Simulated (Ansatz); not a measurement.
LiCl (rock salt)

```xyz
2
Lattice="0.0000 2.5752 2.5752 2.5752 0.0000 2.5752 2.5752 2.5752 0.0000" Properties=species:S:1:pos:R:3 pbc="T T T"
Li     0.0000     0.0000     0.0000
Cl     2.5752     2.5752     2.5752
```

The slice is a {110} plane (indices of the conventional cell) through the point (0.000, 0.000, 0.000) (fractional), spanned by u = [100] and v = [1 -1 -1] in vectors of this cell: u (3.64 Å) and v (5.15 Å, at 90° to u). It covers one period; positions are fractions (u, v).

Calculation: PBE (plane waves to 420 eV, PAW, scalar-relativistic; Ansatz, a quantum-chemistry and plane-wave program). k mesh 11×11×11. These are valence fields of a PAW run, semicore shells included where kept as valence: close to a nucleus they are smooth pseudo fields. LiCl was relaxed with its symmetry unable to fall.

Task: Sketch the electrostatic potential energy of an electron, from the cell's mean on this plane as a map.

Result: 
```
|xxxxxxxxxxxx336688889988886633xxxxxxxxxx|
|xxxxxxxxxxxx446688999999886644xxxxxxxxxx|
|xxxxxxxxxx3355778899999988775533xxxxxxxx|
|xxxxxxxx22446688999999999988664422xxxxxx|
|xxxxxx334466778899999999998877664433xxxx|
|3333445566778899999999999999887766554433|
|4444556677889999999999999999998877665544|
|1122335577889999999999999999998877553322|
|xxxxxx114477889999999999999988774411xxxx|
|xxxxxxxx00557799999999999999775500xxxxxx|
|xxxxxxxxxx1166889999999999886611xxxxxxxx|
|xxxxxxxxxxxx447788999999887744xxxxxxxxxx|
|xxxxxxxxxxxx227788999999887722xxxxxxxxxx|
|xxxxxxxxxxxx226688889988886622xxxxxxxxxx|
|xxxxxxxxxxxx227788999999887722xxxxxxxxxx|
|xxxxxxxxxxxx447788999999887744xxxxxxxxxx|
|xxxxxxxxxx1166889999999999886611xxxxxxxx|
|xxxxxxxx00557799999999999999775500xxxxxx|
|xxxxxx114477889999999999999988774411xxxx|
|1122335577889999999999999999998877553322|
|4444556677889999999999999999998877665544|
|3333445566778899999999999999887766554433|
|xxxxxx334466778899999999998877664433xxxx|
|xxxxxxxx22446688999999999988664422xxxxxx|
|xxxxxxxxxx3355778899999988775533xxxxxxxx|
|xxxxxxxxxxxx446688999999886644xxxxxxxxxx|
|xxxxxxxxxxxx336688889988886633xxxxxxxxxx|
|xxxxxxxxxxxx336677889988776633xxxxxxxxxx|
```
Scale: ten equal steps from 0.55 (start of '0') to 6.08 (end of '9'), in the order '0123456789'. Values: electrostatic potential energy of an electron, from the cell's mean, in eV. The map has 20 points along u (two characters each, u = 0 at the left) and 28 along v (v = 0 in the bottom row). Points within 1 Å of a nucleus are blanked (x), as the pseudised field means little there. The zero, the cell's mean, hangs on the PAW cores.
